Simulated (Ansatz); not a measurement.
Crystals of one structure type (zinc blende) and one family of elements, relaxed and computed with r²SCAN (plane waves, PAW; program Ansatz).

```
crystal  V (Å³/atom)  B₀ by P(V) fit (GPa)
-------  -----------  --------------------
BN              5.87                   391
AlN            10.43                   210
BAs            13.67                   141
GaP            20.25                  87.6
GaAs           22.73                  72.3
InAs           28.48                     ?
GaSb           28.83                  52.8
```

Fit a straight line to ln B₀ against ln V and predict the withheld value.

Least squares on the 6 shown rows: ln B₀ = -1.27 × ln V + (8.265), with a scatter of 3.7 %. For InAs this gives 55.2. The run itself gave 57.2, a miss of 3.5 % of that.

All cells were relaxed under the symmetry of their starts (and spin orders); stability against distortions was not tested throughout. Spin–orbit coupling is left out wherever it is not named.

Potentials: the earlier of the program's two PAW sets. The files were generated under PBE; for other functionals the program regenerates the frozen cores, and for LDA and PBEsol the local potential too.
